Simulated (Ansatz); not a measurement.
# Structure relaxation, Ni

The start is a relaxed Ni cell, doubled along one cell vector, shaken by Gaussian noise of σ = 0.08 Å a coordinate. Cell shape, volume and atoms are optimised at zero target pressure with r2SCAN (plane waves to 500 eV, PAW, scalar-relativistic; Ansatz, a first-principles code). The first steps use a coarse 16×16×8 k-mesh.

Initial structure:
```
CELL_PARAMETERS angstrom
      0.00000     1.73906     1.73906
      1.73906     0.00000     1.73906
      3.47813     3.47813     0.00000
ATOMIC_POSITIONS crystal
  Ni 0.42663 0.56528 0.21939
  Ni 0.52919 0.56558 0.70002
```
Spin-polarised start, with parallel moments on Ni.

### Question
Which atoms feel the largest initial force, and how large is it?

### Answer
1.02 eV/Å, on Ni1, Ni2 (atoms numbered as listed).

### Question
Does it find its way back to the structure it was made from?

### Answer
The parent structure is recovered, Fm-3m (No. 225).

### Question
Is the relaxed structure metallic? Give its gap.

### Answer
No gap (metallic).

It ends as:

Space group Fm-3m (No. 225); a = 3.478 Å, b = 3.478 Å, c = 3.478 Å, α = 90.00°, β = 90.00°, γ = 90.00°

| atom | site | symmetry | x | y | z |
|---|---|---|---|---|---|
| Ni | 4a | m-3m | 0.0000 | 0.0000 | 0.0000 |
(The calculation used a cell of 1 atom; values per cell refer to that cell.)

Final values are on a 23×23×23 k-mesh of the relaxed cell. Spin state reached: ferromagnetic (net 0.74 μB/atom), from parallel starting moments; other spin orders were not run from this start. r2SCAN tends to overstate moments in metals.

The run could not lose the symmetry of its start.
